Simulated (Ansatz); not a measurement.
A relaxed cell of BeAl is given with its symmetry left out. The cell was found from a structure generator's guess, not taken from experiment.

Method: Ansatz 0.2.0, DFT PBE, scalar-relativistic, plane waves, PAW. Cutoff 420 eV, Γ-centred mesh, Gaussian smearing, no spin polarisation.

```
Be Al
1.0
     3.86109    0.00000    0.00000
     0.00000    2.66542    0.00000
    -1.59903    0.00000    4.96132
Be Al
2 2
Direct
  0.37350 0.25000 0.33505
  0.62650 0.75000 0.66495
  0.81054 0.75000 0.17901
  0.18946 0.25000 0.82099
```

Formation energies are uncorrected and refer to the elements' standard structures at the same level.

**Question.** Find its symmetry and describe it.

**Answer.** P2_1/m (No. 11). Conventional cell: a = 3.861 Å, b = 2.665 Å, c = 5.213 Å, β = 107.9°. Around Be lie 2 Be at 2.16 Å, 5 Al at 2.47–2.55 Å, 2 Be at 2.67 Å and 1 Al at 2.83 Å; Al is surrounded by 5 Be at 2.47–2.55 Å, 2 Al at 2.67 Å, 1 Be at 2.83 Å and 4 Al at 2.87–3.01 Å.

**Question.** How far does it lie from the elements in energy?

**Answer.** +0.18 eV/atom. It can't be a ground state, since the elements alone are lower.

**Question.** Is it a metal?

**Answer.** Yes, bands cross the Fermi level on the 12×16×10 mesh.

The last run used a 12×16×10 mesh (in the run's order of axes) for its 4-atom cell and Gaussian smearing of 0.10 eV. This cell was reached by moving the atoms of another relaxed cell at random and relaxing again, last within the group found; it had no such test of its own. Another cell of BeAl relaxed alike, in P6_3/mmc, lies 20 meV/atom lower, so this cell isn't the stable form at this level.
